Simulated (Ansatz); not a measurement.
A: Nb (bcc, W type), a = 3.303 Å, b = 3.303 Å, c = 3.303 Å, α = 90.00°, β = 90.00°, γ = 90.00°
B: PbSe (rock salt), a = b = c = 6.1780 Å, α = β = γ = 90.00°
C: HfN (rock salt), a = b = c = 4.5255 Å, α = β = γ = 90.00°

Scan: energy against volume (even scaling of the relaxed cell, symmetry kept). One method and one kind of scan serve all of them; meshes and ranges differ. All were relaxed with their symmetry unable to fall. HfN is run without spin polarisation. Nb is run without spin polarisation. Spin-orbit coupling is left out.

Question: Rank these by bulk modulus (fitted) (lowest first), as r2SCAN (plane waves to 500 eV, PAW, scalar-relativistic; Ansatz, a quantum-chemistry and plane-wave program) gives it.

Answer: B (51.3 GPa), A (174 GPa), C (281 GPa)

(A scan under strain: stresses follow from slopes of the energy per volume, elastic moduli from its curvatures.)
